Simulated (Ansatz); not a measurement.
VCu3Se4 in space group P-43m (No. 215; V on 1a, Cu on 3d, Se on 4e), DFT-r²SCAN in the program Ansatz with PAW potentials, all energies at zero smearing, with the estimated change up to a 700 eV cutoff added, with one set of potentials and settings (totals compare only within such a set). Cell of 8 atoms (1 V, 3 Cu, 4 Se): -44727.899 eV.

| element | reference phase | E (eV/atom) |
|---|---|---|
| V | Im-3m, 1 atoms in the cell | -2917.0669 |
| Cu | Fm-3m, 1 atoms in the cell | -6631.2396 |
| Se | P3_121, 3 atoms in the cell | -5478.1269 |

Formation energy per atom, worked out: (-44727.899 − 1×(-2917.0669) − 3×(-6631.2396) − 4×(-5478.1269))/8 = -0.576 eV/atom (-56 kJ per mol of atoms), at 0 K, without zero-point energy or fitted corrections.

The first step of the workflow began from a Materials Project structure, measured or hypothetical; the Crystallography Open Database copy checked does not list it. Its standing as an ambient phase is unchecked. The r²SCAN relaxation kept the symmetry of its start; its stability against distortions is not shown here. The run is not spin-polarised. The references are the lowest solids computed at this level, not always the standard phases.

Potentials: the later of the program's two PAW sets.
